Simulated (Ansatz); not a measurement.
One crystal and one scan (frozen-phonon scan) at two levels, PBE (plane waves to 420 eV, PAW, scalar-relativistic; Ansatz, a program for electronic structure) and r2SCAN (plane waves to 500 eV, PAW, scalar-relativistic; Ansatz), each from its own relaxed cell and on its own mesh. The cell shown is that of PBE.

Relaxed HfC (rock salt):

```xyz
4
Lattice="0.0000 4.6515 4.6515 2.3258 2.3258 4.6515 2.3258 2.3258 0.0000" Properties=species:S:1:pos:R:3 pbc="T T T"
C      0.0000     0.0000     0.0000
C      2.3258     4.6515     6.9773
Hf     2.3258     6.9773     6.9773
Hf     2.3258     4.6515     4.6515
```

A phonon eigenvector at X = (0.5, 0.5, 0.0) is frozen into this cell: atom i moves by Q times the vector below, so Q is the largest atomic displacement, in Å. The cell is held. It is one choice among 2 degenerate patterns. (q is in reciprocal vectors of the primitive cell; the cell shown is doubled to hold the pattern.)

```
atom      x       y      z
----  -----  ------  -----
C1    0.000  -0.099  0.000
C2    0.000   0.099  0.000
Hf3   0.000   1.000  0.000
Hf4   0.000  -1.000  0.000
```

HfC is run without spin polarisation. HfC was relaxed with its symmetry unable to fall. Spin-orbit coupling is left out, though Hf is heavy. With partly filled bands, energies and forces of such displacements shift with the k mesh and the smearing. Both scans cover Q from -0.280 to 0.280 Å.

ΔE (meV/cell), each from the undisplaced structure of its own level:

```tsv
Q (Å)	PBE	r2SCAN
-0.280	1275	1352
-0.233	862	908
-0.187	538	562
-0.140	295	withheld
-0.093	128	131
-0.047	32	32
0.000	0	0
0.047	32	32
0.093	128	131
0.140	295	withheld
0.187	538	562
0.233	862	908
0.280	1275	1352
```

Q: Estimate the r2SCAN value at 0.140 from the PBE value there and the ratio of the two levels in the two nearest given rows on that side of the minimum.

A: At 0.187 and 0.093 the ratio r2SCAN/PBE averages 1.034, which gives 1.034 × 295 = 305 meV/cell. The calculation gives 305 meV/cell, +3.4 % against PBE.

(A displaced cell: forces are minus the slopes of the energy, force constants its curvatures, and phonons follow from these.)
